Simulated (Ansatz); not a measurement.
## Frozen-phonon scan for ZnSe (zinc blende)

ZnSe (zinc blende)

```xyz
4
Lattice="0.0000 5.7330 5.7330 2.8665 2.8665 5.7330 2.8665 2.8665 0.0000" Properties=species:S:1:pos:R:3 pbc="T T T"
Se     4.2998     4.2998     4.2998
Se     4.2998     7.1663     7.1663
Zn     0.0000     0.0000     0.0000
Zn     0.0000     2.8665     2.8665
```

A phonon eigenvector at X = (0.5, 0.5, 0.0) is frozen into this cell: atom i moves by Q times the vector below, so Q is the largest atomic displacement, in Å. The cell is held. It is one choice among 2 degenerate patterns. (q is in reciprocal vectors of the primitive cell; the cell shown is doubled to hold the pattern.)

```
atom       x       y      z
----  ------  ------  -----
Se1    0.691   0.000  0.000
Se2   -0.691   0.000  0.000
Zn3    0.000   1.000  0.000
Zn4    0.000  -1.000  0.000
```

All values below come from PBE (plane waves to 420 eV, PAW, scalar-relativistic; Ansatz, an electronic-structure program). k mesh 10×10×10 (Γ-centred), Fermi-Dirac smearing 0.05 eV. E stands for the smeared free energy. Compression counts positive. The PAW data are Ansatz's earlier set. ZnSe was relaxed with its symmetry unable to fall. ΔE is measured from the undisplaced structure.

```csv
Q (Å),ΔE (eV/cell),P (GPa),−dE/dQ from forces (eV/Å)
-0.280,0.1397,-0.66,1.007
-0.233,0.0968,-0.46,0.834
-0.187,0.0618,-0.30,0.665
-0.140,0.0347,-0.17,0.497
-0.093,0.0154,-0.08,0.330
-0.047,0.0039,-0.02,0.165
0.000,0.0000,0.00,0.000
0.047,0.0039,-0.02,-0.165
0.093,0.0154,-0.08,-0.330
0.140,0.0347,-0.17,-0.497
0.187,0.0618,-0.30,-0.665
0.233,0.0968,-0.46,-0.834
0.280,0.1397,-0.66,-1.007
```

Key numbers:

Energy at Q = 0.280 Å: 139.7 meV/cell
Space group of the distorted cell: C222_1 (No. 20), lowered from F-43m
Symmetry of the curve: even: the same for both signs
Shape of the curve: a single well with its minimum at or next to zero displacement
Harmonic wavenumber from the curvature (finite differences): 68 cm⁻¹
Wavenumber by perturbation theory (DFPT, on another k mesh): 68 cm⁻¹

(A displaced cell: forces are minus the slopes of the energy, force constants its curvatures, and phonons follow from these.)
